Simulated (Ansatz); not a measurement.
The elements of this relaxed trial crystal are hidden behind letters.

```
lattice vectors (Å)
   2.7535    0.0000    0.0000
  -1.3767    2.3846    0.0000
   0.0000    0.0000   13.1902
fractional positions
X 0.3333 0.6667 0.8307
X 0.3333 0.6667 0.1693
Z 0.3333 0.6667 0.5000
Z 0.6667 0.3333 0.0000
Z 0.6667 0.3333 0.3377
Z 0.6667 0.3333 0.6623
```

Level of theory: DFT PBE, scalar-relativistic, plane waves, PAW (Ansatz 0.2.0). Settings of the last relaxation (6-atom cell): 420 eV, 18×18×4 k points, Gaussian smearing of 0.10 eV, no spin polarisation.

```
Space group                                : P-6m2 (No. 187)
Conventional cell                          : a = 2.753 Å, c = 13.190 Å
Volume per atom                            : 14.43 Å³
Density                                    : 11.43 g/cm³
Energy over the elements                   : +0.05 eV/atom
Gap on the 18×18×4 mesh of the 6-atom cell : 0 eV (a metal)
```

Energies are uncorrected and count from the elements' standard states at the same level.

**Question.** X is a d-block element of period 5 and Z is a d-block element of period 5. Which elements are they?

**Answer.** X = Mo, Z = Ru, so the formula is MoRu2. Density times volume gives a mean mass of 11.43 × 14.43/1.6605 = 99.3 u per atom, and this set has 99.4 u. Mo is surrounded by 6 Ru at 2.73–2.74 Å and 6 Mo at 2.75 Å; Ru on a site of symmetry -6m2 has 12 Ru at 2.67–2.75 Å; Ru on a second site of symmetry -6m2 has 6 Mo at 2.74 Å and 6 Ru at 2.75 Å; 1 more site not described. Other sets within the hints have nearly the same mass, so mass alone doesn't settle it; this one was computed.

A structure relaxed within its symmetry needn't be a true minimum. Another cell of MoRu2 relaxed alike, in P-62m, lies 44 meV/atom lower, so this cell isn't the stable form at this level.
